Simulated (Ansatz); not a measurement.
## Two Ansatz runs on Rb

The geometry is COD entry 9011009, unchecked; take it as a test cell. It differs from other determinations.

First run: DFT, PBE, PAW with Ansatz's default frozen-core files, scalar-relativistic (Ansatz 0.2.0).

Command: `ansatz run input.yaml --threads 1 --pin off --max-ram 2048MiB --backend cpu --events-out ev --progress --plain --runs-dir out` The run took 5.8 s on 1 thread of Arm Neoverse V2 (shared host), peak memory 0.34 GiB.

```yaml
crystal:
  lattice:
    - [-2.8025, 2.8025, 2.8025]
    - [2.8025, -2.8025, 2.8025]
    - [2.8025, 2.8025, -2.8025]
  atoms:
    - { symbol: Rb, position: [0.0, 0.0, 0.0] }
kpoints:
  mp_grid: { grid: [8, 8, 8] }
scf:
  occupations: { method: fermi_dirac, width: 0.05 }
hamiltonian:
  xc: pbe
  pseudopotentials: { kind: paw }
output:
  forces: true
  stress: true
  efg: { contact_densities: true }
  write_density: true
  write_potential: true
  elf: true
  volumetric_format: npy
relax:
  f_tol: 0.005
  max_steps: 80
  cell: {}
```

Result: converged; relaxed volume 91.260 Å³/atom; 18 SCF iterations in all.

A second run of a changed input logged this at its end:

```
Error: inconsistent input (scf.n_extra_bands, scf.occupations.method): n_bands = 5 leaves no empty band above the 5 bands per channel that the deck's 9 electrons occupy, and the occupations search for the Fermi level (a smearing at a finite width, or tetrahedra): a level found among occupied bands alone can fill a metal as an insulator; raise scf.n_extra_bands until at least 6 bands are solved (omitted, it auto-derives to 10) (see scf.n_extra_bands in the input reference)
```

**Question.** What was wrong with the input?

**Answer.** Too few bands, by this change (others could give a like log):
```diff
@@ -9,5 +9,7 @@
   mp_grid: { grid: [8, 8, 8] }
 scf:
-  occupations: { method: fermi_dirac, width: 0.05 }
+  occupations: { method: fermi_dirac, width: 0.3 }
+  n_extra_bands: 0
+  max_iter: 50
 hamiltonian:
   xc: pbe
@@ -17,8 +19,4 @@
   stress: true
   efg: { contact_densities: true }
-  write_density: true
-  write_potential: true
-  elf: true
-  volumetric_format: npy
 relax:
   f_tol: 0.005
```
